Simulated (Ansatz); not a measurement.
Trial structure of Ge2Bi2S, not yet relaxed:

```
Ge Bi S
1.0
    -2.19015    2.19015    6.77581
     2.19015   -2.19015    6.77581
     2.19015    2.19015   -6.77581
Ge Bi S
2 2 1
Direct
  0.85929 0.85929 0.00000
  0.14071 0.14071 0.00000
  0.65472 0.65472 0.00000
  0.34528 0.34528 0.00000
  0.00000 0.00000 0.00000
```

Level of theory: DFT PBE, scalar-relativistic, plane waves, PAW in Ansatz 0.2.0. Plane waves to 420 eV, a k mesh through Γ of 6×6×6 on the computed 5-atom cell and Gaussian smearing (0.10 eV); no spin polarisation.

Formation energies are uncorrected and refer to the elements' standard structures at the same level.

**Question.** Estimate its pressure, forces and energy as it stands.

**Answer.** The pressure is 14.3 GPa (the mean over three directions, positive in compression), the largest force is 7.72 eV/Å, and the energy is +0.90 eV/atom against the elements. The shortest distance is 1.91 Å.

**Question.** Is it a good guess?

**Answer.** A rough one: relaxing gains about 0.66 eV/atom (the start's value is from the coarse mesh, so the gain is rough) in 13 ionic steps and ends at +0.24 eV/atom on the finer mesh. The symmetry stays I4/mmm (No. 139). The volume per atom shrinks by 3.4 %, from 26.0 to 25.1 Å³. The shortest distance goes from 1.91 Å (Ge–S) to 2.63 Å (Ge–S). The ratio c/a of the conventional cell changes by a factor of 1.18. Conventional cell: a = 4.095 Å, c = 14.979 Å. Ge has 1 S at 2.63 Å and 5 Bi at 3.01–3.05 Å; around Bi lie 5 Ge at 3.01–3.05 Å, 4 S at 3.42 Å and 1 Bi at 3.62 Å; S has 2 Ge at 2.63 Å and 8 Bi at 3.42 Å.

The last run used a 12×12×12 mesh for its 5-atom cell and Gaussian smearing of 0.10 eV. Spin–orbit coupling, which can matter for Bi, is left out. The reference form of S is held partly by dispersion forces, which this level lacks. The relaxation can't lower the symmetry of the start, and the grade says only how near the guess is to its own end. Symmetry constrained the relaxation, so the result can be a saddle point.
